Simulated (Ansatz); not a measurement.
An elastic tensor (GPa, Voigt order, standard axes) from DFT-PBEsol in the program Ansatz with PAW potentials:

```
 351   122   122   0.0   0.0   0.0
 122   351   122   0.0   0.0   0.0
 122   122   351   0.0   0.0   0.0
 0.0   0.0   0.0  67.7   0.0   0.0
 0.0   0.0   0.0   0.0  67.7   0.0
 0.0   0.0   0.0   0.0   0.0  67.7
```

Task: Which compound is it?
(A) YAu, CsCl type
(B) KBr, rock salt
(C) ZrRu, CsCl type
(D) YZn, CsCl type

Result: C, ZrRu, CsCl type

Space group Pm-3m (CsCl type). The workflow started from an entry of the Crystallography Open Database (COD). Its standing as an ambient phase is unchecked. The cell was relaxed with PBEsol under the symmetry of its start; of distortions, only those at the zone centre were tested. The run is not spin-polarised. As this level gives no gap, shear constants depend on the k-mesh and smearing (Fermi–Dirac, 0.1 eV here).

Potentials: the later of the program's two PAW sets.
